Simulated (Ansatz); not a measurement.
YPt3 (I4/mmm) was relaxed and computed twice in Ansatz (plane waves, PAW), once with PBE and once with r²SCAN.

```
                                                                                          run 1                                               run 2
--------------------  -------------------------------------------------------------------------  --------------------------------------------------
cell                  a = 4.106 Å, b = 4.106 Å, c = 8.470 Å, α = 90.00°, β = 90.00°, γ = 90.00°  a = b = 4.0709 Å, c = 8.4559 Å, α = β = γ = 90.00°
ΔH_f (eV/atom)                                                                            -0.85                                               -0.92
B₀ by P(V) fit (GPa)                                                                        161                                                 175
```

Q: Which run used which functional?

A: Run 1 is PBE, run 2 is r²SCAN.

Constructed cells (a structure type filled with these elements, in neither database checked): YPt3, I4/mmm (Pt on 2b, Pt on 4d, Y on 2a). All cells were relaxed under the symmetry of their starts (and spin orders); stability against distortions was not tested throughout. Rows with no word on spin ran without spin polarisation. Spin–orbit coupling is left out wherever it is not named.

Potentials: the earlier of the program's two PAW sets.

Ansatz (a program for electronic structure) is a plane-wave DFT program.

Formation energies count from the lowest solids of the elements computed at the same level, not from gases.
